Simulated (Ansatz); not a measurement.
Zincblende alloy of GaAs and BAs (6 of 32 Ga sites exchanged), 64 atoms

Ansatz, PAW, plane waves. PBEsol relaxation of volume and atoms (shape held) at the single k point (¼, ¼, ¼) without its symmetry partners; single points on the relaxed atoms at the single k point (¼, ¼, ¼) without its symmetry partners, onto which points of the small cell's zone fold. Arrangement: clustered. No spin–orbit coupling unless named.

Relaxed structure:

```xyz
64
Lattice="10.9802 0.0000 0.0000 0.0000 10.9802 0.0000 0.0000 0.0000 10.9802" Properties=species:S:1:pos:R:3 pbc="T T T"
Ga    0.0379    0.0143   10.9637
Ga   10.8256   10.9756    5.4866
Ga   10.9145    5.5076    0.0682
Ga   10.8189    5.4742    5.4548
Ga    5.4922   10.9025    0.0666
Ga    5.5413    5.5471    0.1103
Ga    2.7152    2.7380   10.9667
Ga    2.8924    2.7437    5.5012
Ga    2.8140    8.2409    0.0676
Ga    2.8928    8.2565    5.4712
Ga    8.2487    2.8269    0.0630
Ga    8.1914    8.1949    0.1196
Ga    2.8399   10.9099    2.8098
Ga    2.8088    0.0232    8.1756
Ga    2.8441    5.5414    2.8131
Ga    2.8057    5.5023    8.1789
Ga    8.1614   10.9424    2.8578
Ga    8.1815   10.9684    8.0741
Ga    8.1910    5.4781    8.0845
Ga   10.8759    2.8380    2.8179
Ga   10.9125    2.7381    8.1664
Ga   10.8698    8.1880    2.8076
Ga   10.9099    8.2315    8.1709
Ga    5.5663    2.7726    2.8537
Ga    5.5476    2.7595    8.0838
Ga    5.5468    8.2399    8.0921
B     5.5872   10.9092    5.4115
B     5.6519    5.5474    5.3832
B     8.0980    2.7881    5.3971
B     8.0349    8.1445    5.3693
B     8.1069    5.5569    2.9309
B     5.5988    8.1361    2.9276
As    1.3659    1.3800    1.4566
As    1.3668    1.3704    6.8244
As    1.3734    6.8694    1.4353
As    1.3657    6.8595    6.8011
As    6.8691    1.3751    1.3992
As    6.8437    1.3618    6.5032
As    6.8706    6.8704    1.7517
As    6.8516    6.8493    6.5633
As    4.1244    4.0831    1.4074
As    4.3597    4.3528    6.6523
As    4.3483    9.3682    1.6250
As    4.3352    9.8128    6.7104
As    9.3815    4.3703    1.6205
As    9.3793    3.9004    6.6748
As    9.6069    9.6529    1.4072
As    9.3445    9.3565    6.6221
As    4.3424    1.1964    4.2560
As    4.1633    1.3827    9.5920
As    4.4442    6.8435    4.1530
As    4.1794    6.8927    9.5870
As    9.3818    1.5542    4.2506
As    9.5665    1.3628    9.5875
As    9.2635    6.8793    4.1285
As    9.5389    6.8377    9.5852
As    1.4134    4.1438    4.1551
As    1.3212    4.1310    9.5681
As    1.3299    9.5841    4.1418
As    1.4181    9.5924    9.5642
As    6.9629    4.2674    4.2377
As    6.8567    4.1540    9.5907
As    6.7494    9.4529    4.2246
As    6.8729    9.5774    9.5873
```

Task: What are the mean bond lengths by pair (pairs within 1.2 times the sum of covalent radii, less contacts 15 % beyond the pair's median; cation–cation pairs of compounds aside; long ionic contacts are cut short by that bound)?

Result: As–B 2.157 ± 0.029 Å (standard deviation, 24 bonds); As–Ga 2.435 ± 0.026 Å (standard deviation, 104 bonds).

Task: What gap lies between the top filled and the lowest empty level in the single points?

Result: r²SCAN 1.55 eV (7 s on NVIDIA GB300). Away from Γ this isn't the crystal's band gap. An indirect band minimum needn't fold onto Γ of this cell; where it doesn't, these gaps are too wide.
